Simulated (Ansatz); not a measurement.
GeW$_{2}$ in space group P6_3/mmc (No. 194; Ge on 2c, W on 2a, W on 2d) under volume change, PBE in the plane-wave PAW code Ansatz, shape and atoms relaxed at each volume.

| V (Å³/atom) | E − E(relaxed) (meV/atom) | P (GPa) |
|---|---|---|
| 14.263 | … | … |
| 14.734 | … | … |
| 15.204 | 10.8 | 7.56 |
| 15.674 | 0.0 | 0.00 |
| 16.144 | 9.7 | -6.41 |
| 16.614 | 36.6 | -11.81 |
| 17.085 | 78.2 | -16.37 |

Question: Fill in the missing entries.

Answer: 
- 14.263, E − E(relaxed) (meV/atom): 109.1
- 14.263, P (GPa): 26.98
- 14.734, E − E(relaxed) (meV/atom): 45.7
- 14.734, P (GPa): 16.48

Question: What does a third-order Birch–Murnaghan fit give for V₀, B₀ and B′?

Answer: V₀ = 15.67 Å³/atom, B₀ = 231 GPa, B′ = 4.5.

The cell is a constructed one: a structure type filled with these elements; neither database checked (COD, Materials Project) lists it. Its standing as an ambient phase is unchecked. The cell was relaxed with PBE under the symmetry of its start; whether a distortion lowers the energy is not shown. No spin polarisation was allowed. Spin–orbit coupling is left out wherever it is not named.

Potentials: the later of the program's two PAW sets.
